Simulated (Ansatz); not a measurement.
ScAl: moving Al off its site

ScAl, Pm-3m, a = 3.370 Å (as given, not relaxed at this level: 0.0 GPa). The structure is a Materials Project entry; whether it is the stable form wasn't checked. Ansatz: r2SCAN, PAW, 500 eV, Γ-centred 14×14×14 mesh on 2 atoms, Gaussian smearing 0.15 eV; no spin polarisation.

```
Sc Al
1.0
     3.37035    0.00000    0.00000
     0.00000    3.37035    0.00000
     0.00000    0.00000    3.37035
Sc Al
1 1
Direct
  0.50000 0.50000 0.50000
  0.00000 0.00000 0.00000
```

Atom 2 (Al) moves by x along the unit vector (1.000, 0.000, 0.000), with its periodic images; all else is held. y is the free energy of the cell over the start, F the force along the path summed over the moved atoms. Symmetry makes y even in x.

```tsv
x (Å)	y (meV)	F (eV/Å)
-0.3000	239.3	1.58
-0.1500	60.1	0.80
0.0000	0.0	0.00
0.0375	?	?
0.0750	15.0	-0.40
0.1125	33.8	-0.60
0.1875	93.9	-1.00
0.2250	135.0	-1.20
0.2625	183.5	-1.39
```

Question: Fit y = c2 x² + c4 x⁴ to the energies of the other rows, give the force constant, and predict energy and force of the missing row.

Answer: Least squares on the rows shown. y = 2676.4 x² − 194.13 x⁴. The force constant is 2 c2 = 5.35 eV/Å² (for all images moving together, not for a lone atom). With two atoms in a cubic cell this is the optical mode at Γ (in a metal it hangs on mesh and smearing): ω = 521.5 √(2 c2/μ) = 294 cm⁻¹ for μ = 16.86 u. The force −dy/dx at the missing row is -0.20 eV/Å (computed -0.20). At x = 0.0375 the fit asked for gives 3.8 meV. The run gave 3.8 meV, the same to the digits shown.